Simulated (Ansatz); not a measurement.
Q: Name crystals whose computed values (r²SCAN (plane waves, PAW; program Ansatz)) fall in these windows: gap (eV) 0.95 to 1.2; electron conductivity mass (mₑ) 2.7 to 3.5.

A: 

| crystal | gap (eV) | electron conductivity mass (mₑ) |
|---|---|---|
| MgFeC2O6, P-1 (Pearson symbol aP10) | 1.03 | 3.1 |
Others may fit too.

Spin orders computed, not proven ground states: MgFeC2O6, P-1 (Pearson symbol aP10) ferromagnetic. Standing as an ambient phase not checked: MgFeC2O6, P-1 (Pearson symbol aP10). Perhaps ordered models of mixed-site phases: MgFeC2O6, P-1 (Pearson symbol aP10). The cell was relaxed under the symmetry of its start. No Hubbard U is applied.

Potentials: the later of the program's two PAW sets.
